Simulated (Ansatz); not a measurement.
SrO (rock salt, Fm-3m) at seven volumes, the program Ansatz at the PBEsol level (PAW), scaled uniformly. One row is withheld.

```json
[
 {"V (Å³/atom)": "15.291", "P (GPa)": "?"},
 {"V (Å³/atom)": "15.795", "P (GPa)": "6.68"},
 {"V (Å³/atom)": "16.300", "P (GPa)": "3.06"},
 {"V (Å³/atom)": "16.804", "P (GPa)": "0.00"},
 {"V (Å³/atom)": "17.308", "P (GPa)": "-2.60"},
 {"V (Å³/atom)": "17.812", "P (GPa)": "-4.79"},
 {"V (Å³/atom)": "18.316", "P (GPa)": "-6.66"}
]
```

### Question
Fit the shown pressures and predict the withheld one.

### Answer
Third-order Birch–Murnaghan: P = (3/2)B₀(x^(7/2) − x^(5/2))[1 + (3/4)(B′ − 4)(x − 1)] with x = (V₀/V)^(2/3). Least squares on the six rows gives V₀ = 16.804 Å³/atom, B₀ = 93.81 GPa, B′ = 4.51. At V = 15.291, x = 1.0649 and P = 10.96 GPa. The run itself gave 10.96 GPa.

Symmetry was held in the PBEsol relaxation.

Potentials: the earlier of the program's two PAW sets. The files were generated under PBE; for other functionals the program regenerates the frozen cores, and for LDA and PBEsol the local potential too.
